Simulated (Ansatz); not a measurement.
SiNi3:
```xyz
4
Lattice="3.4644 0.0000 0.0000 0.0000 3.4644 0.0000 0.0000 0.0000 3.4644" Properties=species:S:1:pos:R:3 pbc="T T T"
Si     0.0000     0.0000     0.0000
Ni     0.0000     1.7322     1.7322
Ni     1.7322     0.0000     1.7322
Ni     1.7322     1.7322     0.0000
```

This is the r²SCAN-relaxed structure.

All from plane-wave PAW r²SCAN (Ansatz code), unless another level is named. Estimate the electronic character.

metallic (no gap).

Next, the formation energy from the elements (no fitted shifts)?

-0.44 eV/atom.

And the density of states at the Fermi level?

0.53 states/eV per atom (mean over ±0.08 eV).

Space group Pm-3m (Cu3Au type). Symmetry was held in the r²SCAN relaxation. The run is not spin-polarised. The references are the lowest solids computed at this level, not always the standard phases.

Potentials: the later of the program's two PAW sets.
